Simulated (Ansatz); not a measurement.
The elements of this relaxed trial crystal are hidden behind letters.

```
lattice vectors (Å)
   4.1551    0.0000    0.0000
  -2.0776    3.5984    0.0000
   0.0000    0.0000    7.9619
fractional positions
X 0.0000 0.0000 0.7234
X 0.0000 0.0000 0.2766
Z 0.3333 0.6667 0.5000
Z 0.6667 0.3333 0.5000
Q 0.0000 0.0000 0.0000
```

Computed with DFT PBE, scalar-relativistic, plane waves, PAW in Ansatz. The final run on the 5-atom cell used 420 eV, a Γ-centred 12×12×6 mesh, 0.10 eV smearing and no spin polarisation.

| Quantity | Value |
| --- | --- |
| Space group | P6/mmm (No. 191) |
| Conventional cell | a = 4.155 Å, c = 7.962 Å |
| Volume per atom | 23.81 Å³ |
| Density | 3.53 g/cm³ |
| Formation energy | −1.35 eV/atom |
| Gap on the 12×12×6 mesh of the 5-atom cell | 0 eV (a metal) |

Energies are uncorrected and count from the elements' standard states at the same level.

Question: X is a d-block element of period 5, Z is a p-block element of period 3 and Q is a p-block element of period 2. Which elements are they?

Answer: X = Y, Z = Si, Q = F, so the formula is Y2Si2F. Density times volume gives a mean mass of 3.53 × 23.81/1.6605 = 50.6 u per atom, and this set has 50.6 u. Around Y lie 1 F at 2.20 Å and 6 Si at 2.99 Å; Si is surrounded by 3 Si at 2.40 Å and 6 Y at 2.99 Å; F is surrounded by 2 Y at 2.20 Å. Other sets within the hints have nearly the same mass, so mass alone doesn't settle it; this one was computed.

A structure relaxed within its symmetry needn't be a true minimum.
